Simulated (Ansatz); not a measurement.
BeS (zinc blende, space group No. 216), the program Ansatz at the r²SCAN level (PAW): ε∞ = 4.94, cell volume 28.85 Å³. Infrared-active transverse modes:

```json
[
 {"ω_TO (cm⁻¹)": "563.9", "oscillator strength S_xx (e²/amu)": "0.3951"}
]
```

Question: Compute the static dielectric constant.

Answer: Each mode adds (4.921e7/V) S/ω²: 2.12. So ε0 = 7.06.

Question: What LO frequency does the Lyddane–Sachs–Teller relation give?

Answer: ω_LO = ω_TO √(ε0/ε∞) = 674 cm⁻¹.

Space group F-43m (zinc blende). The r²SCAN relaxation kept the symmetry of its start.

Potentials: the earlier of the program's two PAW sets. The files were generated under PBE; for other functionals the program regenerates the frozen cores, and for LDA and PBEsol the local potential too.
